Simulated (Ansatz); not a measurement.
Ag$_{2}$S:
Space group P2₁2₁2 (No. 18); a = 5.045 Å, b = 5.355 Å, c = 4.119 Å, α = 90.00°, β = 90.00°, γ = 90.00°

| atom | site | symmetry | x | y | z |
|---|---|---|---|---|---|
| Ag | 4c | 1 | 0.2601 | 0.1576 | 0.1077 |
| S | 2a | ..2 | 0.0000 | 0.0000 | 0.6387 |

Relaxed with LDA.

Task: Which orbitals make up the states near the band edges in the program Ansatz at the LDA level (PAW)?

Result: Top 1 eV of the valence band: S 3p 56 %, Ag 4d 34 %, Ag 5s 6 %. Bottom 1 eV of the conduction band: Ag 5s 34 %, S 3p 21 %, Ag 4d 12 %, S 3s 8 %, outside the projected shells 25 %. Projections are on Löwdin-orthogonalised atomic valence shells; empty p or d shells of many metals are not among them.

Task: Tabulate the density of states.

Result: States/eV per cell of 6 atoms, in 0.25 eV bins, energy from the valence-band maximum.

| E (eV) | total | Ag 4d | S 3p | Ag 5s |
|---|---|---|---|---|
| -7.90 | 0.00 | 0.00 | 0.00 | 0.00 |
| -7.65 | 0.00 | 0.00 | 0.00 | 0.00 |
| -7.40 | 0.00 | 0.00 | 0.00 | 0.00 |
| -7.15 | 0.10 | 0.03 | 0.04 | 0.02 |
| -6.90 | 2.16 | 0.81 | 0.82 | 0.43 |
| -6.65 | 5.53 | 2.73 | 1.99 | 0.65 |
| -6.40 | 8.08 | 4.28 | 2.84 | 0.76 |
| -6.15 | 3.61 | 1.96 | 1.27 | 0.34 |
| -5.90 | 7.10 | 4.23 | 2.20 | 0.56 |
| -5.65 | 8.78 | 6.32 | 1.90 | 0.45 |
| -5.40 | 12.61 | 9.69 | 2.24 | 0.55 |
| -5.15 | 13.42 | 11.45 | 1.45 | 0.40 |
| -4.90 | 13.76 | 12.07 | 1.19 | 0.34 |
| -4.65 | 9.75 | 8.78 | 0.64 | 0.21 |
| -4.40 | 13.38 | 12.08 | 0.76 | 0.37 |
| -4.15 | 13.37 | 12.31 | 0.66 | 0.26 |
| -3.90 | 12.66 | 11.91 | 0.45 | 0.16 |
| -3.65 | 20.84 | 19.77 | 0.54 | 0.33 |
| -3.40 | 11.72 | 10.63 | 0.59 | 0.32 |
| -3.15 | 6.36 | 5.54 | 0.41 | 0.23 |
| -2.90 | 6.74 | 5.22 | 0.81 | 0.45 |
| -2.65 | 4.81 | 3.11 | 1.11 | 0.39 |
| -2.40 | 3.75 | 2.01 | 1.26 | 0.28 |
| -2.15 | 3.24 | 1.51 | 1.30 | 0.24 |
| -1.90 | 4.35 | 1.79 | 1.98 | 0.33 |
| -1.65 | 4.02 | 1.55 | 1.92 | 0.33 |
| -1.40 | 3.87 | 1.38 | 2.01 | 0.29 |
| -1.15 | 4.24 | 1.46 | 2.33 | 0.26 |
| -0.90 | 4.20 | 1.43 | 2.35 | 0.24 |
| -0.65 | 3.45 | 1.15 | 1.95 | 0.20 |
| -0.40 | 1.71 | 0.57 | 0.96 | 0.09 |
| -0.15 | 0.42 | 0.14 | 0.24 | 0.02 |
| 0.10 | 0.00 | 0.00 | 0.00 | 0.00 |
| 0.35 | 0.02 | 0.00 | 0.00 | 0.01 |
| 0.60 | 0.16 | 0.02 | 0.03 | 0.05 |
| 0.85 | 0.42 | 0.05 | 0.09 | 0.13 |
| 1.10 | 1.02 | 0.11 | 0.23 | 0.37 |
| 1.35 | 1.78 | 0.18 | 0.43 | 0.65 |
| 1.60 | 3.02 | 0.29 | 0.82 | 1.12 |
| 1.85 | 3.97 | 0.36 | 1.17 | 1.50 |
| 2.10 | 3.45 | 0.31 | 1.04 | 1.28 |
| 2.35 | 1.82 | 0.17 | 0.58 | 0.65 |
| 2.60 | 0.34 | 0.03 | 0.09 | 0.13 |
| 2.85 | 0.66 | 0.04 | 0.10 | 0.24 |
| 3.10 | 1.10 | 0.06 | 0.19 | 0.42 |
| 3.35 | 1.67 | 0.08 | 0.23 | 0.68 |
| 3.60 | 2.35 | 0.10 | 0.29 | 0.96 |
| 3.85 | 2.42 | 0.09 | 0.30 | 0.98 |
| 4.10 | 2.53 | 0.08 | 0.29 | 0.95 |
| 4.35 | 2.58 | 0.08 | 0.28 | 0.96 |
| 4.60 | 1.77 | 0.05 | 0.19 | 0.66 |
| 4.85 | 2.05 | 0.05 | 0.19 | 0.67 |
| 5.10 | 2.58 | 0.05 | 0.21 | 0.71 |

Space group P2_12_12. The first step of the workflow began from a Materials Project structure, measured or hypothetical; the Crystallography Open Database copy checked does not list it. COD files the formula under space group No. 4, 14, so this cell is another polymorph or a model. Its standing as an ambient phase is unchecked. The cell was relaxed with LDA under the symmetry of its start; its stability against distortions is not shown here. The run is not spin-polarised. A crystal of weakly bound layers computed without a dispersion correction: the cell and the soft elastic constants depend strongly on that. Spin–orbit coupling is left out wherever it is not named.

Potentials: the later of the program's two PAW sets.
